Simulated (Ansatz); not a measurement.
TiO2:
```cif
data_O4Ti2
_chemical_formula_sum 'Ti2 O4'
_space_group_name_H-M_alt 'P 1'
_space_group_IT_number 1
_cell_length_a 5.54548
_cell_length_b 5.54548
_cell_length_c 5.54548
_cell_angle_alpha 139.943
_cell_angle_beta 139.943
_cell_angle_gamma 57.940
loop_
_space_group_symop_operation_xyz
  'x, y, z'
loop_
_atom_site_label
_atom_site_type_symbol
_atom_site_fract_x
_atom_site_fract_y
_atom_site_fract_z
_atom_site_occupancy
Ti1 Ti 0.00000 0.00000 0.00000 1
Ti2 Ti 0.75000 0.25000 0.50000 1
O1 O 0.95641 0.45641 0.50000 1
O2 O 0.20641 0.20641 0.00000 1
O3 O 0.79359 0.79359 0.00000 1
O4 O 0.54359 0.04359 0.50000 1
```

Relaxed with PBE.

### Question
Which orbitals make up the states near the band edges in plane-wave PAW PBE (Ansatz code)?

### Answer
Top 1 eV of the valence band: O 2p 93 %, Ti 3d 5 %. Bottom 1 eV of the conduction band: Ti 3d 92 %, O 2p 6 %. Projections are on Löwdin-orthogonalised atomic valence shells; empty p or d shells of many metals are not among them.

### Question
Tabulate the density of states.

### Answer
States/eV per cell of 6 atoms, in 0.25 eV bins, energy from the valence-band maximum.

```tsv
E (eV)	total	O 2p	Ti 3d	O 2s
-4.81	0.00	0.00	0.00	0.00
-4.56	5.36	3.84	1.14	0.02
-4.31	4.80	3.38	1.20	0.02
-4.06	4.88	3.50	1.18	0.03
-3.81	7.17	5.13	1.84	0.03
-3.56	7.68	5.64	1.82	0.05
-3.31	4.96	3.75	1.06	0.03
-3.06	4.13	2.96	1.06	0.03
-2.81	3.37	2.53	0.74	0.04
-2.56	4.76	3.65	0.99	0.05
-2.31	4.92	3.90	0.87	0.05
-2.06	6.07	4.92	1.00	0.04
-1.81	4.90	4.08	0.64	0.04
-1.56	4.05	3.47	0.43	0.03
-1.31	4.50	3.96	0.37	0.03
-1.06	5.11	4.53	0.44	0.02
-0.81	5.74	5.26	0.36	0.02
-0.56	7.13	6.69	0.32	0.03
-0.31	5.22	4.96	0.20	0.01
-0.06	1.24	1.18	0.05	0.00
0.19	0.00	0.00	0.00	0.00
0.44	0.00	0.00	0.00	0.00
0.69	0.00	0.00	0.00	0.00
0.94	0.00	0.00	0.00	0.00
1.19	0.00	0.00	0.00	0.00
1.44	0.00	0.00	0.00	0.00
1.69	0.00	0.00	0.00	0.00
1.94	0.00	0.00	0.00	0.00
2.19	0.08	0.00	0.08	0.00
2.44	0.39	0.02	0.37	0.00
2.69	1.08	0.07	1.01	0.00
2.94	4.66	0.26	4.32	0.03
3.19	8.89	0.69	7.94	0.11
3.44	10.44	1.09	9.04	0.11
3.69	8.41	1.38	6.78	0.09
3.94	3.39	0.74	2.54	0.04
4.19	5.45	1.37	3.89	0.05
4.44	3.74	0.98	2.59	0.02
4.69	1.51	0.41	1.00	0.01
4.94	0.73	0.05	0.56	0.10
5.19	2.50	0.25	1.85	0.29
5.44	2.71	0.40	1.95	0.26
5.69	3.00	0.57	2.10	0.23
5.94	3.83	0.86	2.61	0.23
6.19	3.71	0.94	2.46	0.19
6.44	4.73	1.36	3.01	0.18
6.69	3.37	1.06	2.08	0.09
6.94	4.11	1.38	2.56	0.05
```

Space group I4_1/amd (anatase). Symmetry was held in the PBE relaxation. No spin polarisation was allowed.

Potentials: the earlier of the program's two PAW sets.
